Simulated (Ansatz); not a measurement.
# HfSi₃O₈: zone-centre modes

Level of theory: DFT PBE, scalar-relativistic, plane waves, PAW (Ansatz 0.2.0). Plane waves to 420 eV; Γ-centred k mesh 4×4×4; fixed occupations. No spin polarisation. Phonons by linear response, acoustic sum rule imposed.

Relaxed structure:
```xyz
12
Lattice="5.3300 0.0000 0.0000 0.0000 5.3300 0.0000 0.0000 0.0000 7.9360" Properties=species:S:1:pos:R:3 pbc="T T T"
Hf    2.6650    2.6650    3.9680
Si    0.0000    0.0000    0.0000
Si    2.6650    0.0000    6.1757
Si    0.0000    2.6650    1.7603
O     2.2601    4.0971    5.2021
O     4.9655    1.3410    0.8656
O     3.9889    4.9655    7.0704
O     1.2329    2.2601    2.7339
O     3.0699    1.2329    5.2021
O     0.3644    3.9889    0.8656
O     1.3410    0.3644    7.0704
O     4.0971    3.0699    2.7339
```

The structure comes from a generated guess, relaxed at this level; another structure or a mixture of phases may lie lower. Spin–orbit coupling is left out, which matters for heavy elements.

Optical modes at Γ (transverse, no macroscopic field); i marks an imaginary frequency:
```csv
frequency (cm⁻¹),degeneracy,IR intensity of the level ((D/Å)²/amu)
31i,2,0.04
85,2,0.07
194,1,0.18
208,2,1.10
228,1,0.00
255,1,0.00
277,2,1.15
295,1,1.22
321,1,0.00
339,1,7.37
363,1,0.00
390,1,2.40
401,2,20.76
470,1,5.76
558,1,0.00
573,2,5.75
644,1,0.08
743,2,3.79
937,2,68.32
957,1,73.55
1011,2,67.65
1064,1,0.00
1082,1,2.68
1128,1,0.00
```

2 of the 33 optical modes are unstable, so the structure is a saddle point of the energy and would distort without enlarging its cell.

```
Electronic dielectric constant ε∞ (principal values) : 2.24, 2.24, 2.32
Refractive index √ε∞, mean                           : 1.51
Kohn–Sham gap on the mesh                            : 4.90 eV
Cost                                                 : 17 min on 1 thread of Intel(R) Xeon(R) Platinum 8375C CPU @ 2.90GHz (Ice Lake) (shared host), peak memory 1.8 GiB
```

Born effective charges (e):
| atom | Z*xx | Z*yy | Z*zz | mean |
| --- | --- | --- | --- | --- |
| Hf (atom 1) | 3.49 | 3.49 | 4.09 | 3.69 |
| Si (atom 2) | 3.51 | 3.51 | 3.51 | 3.51 |
| Si (atom 3) | 3.46 | 3.68 | 3.77 | 3.64 |
| O (atom 5) | -0.90 | -2.61 | -1.96 | -1.82 |
| O (atom 6) | -1.11 | -2.45 | -1.82 | -1.79 |
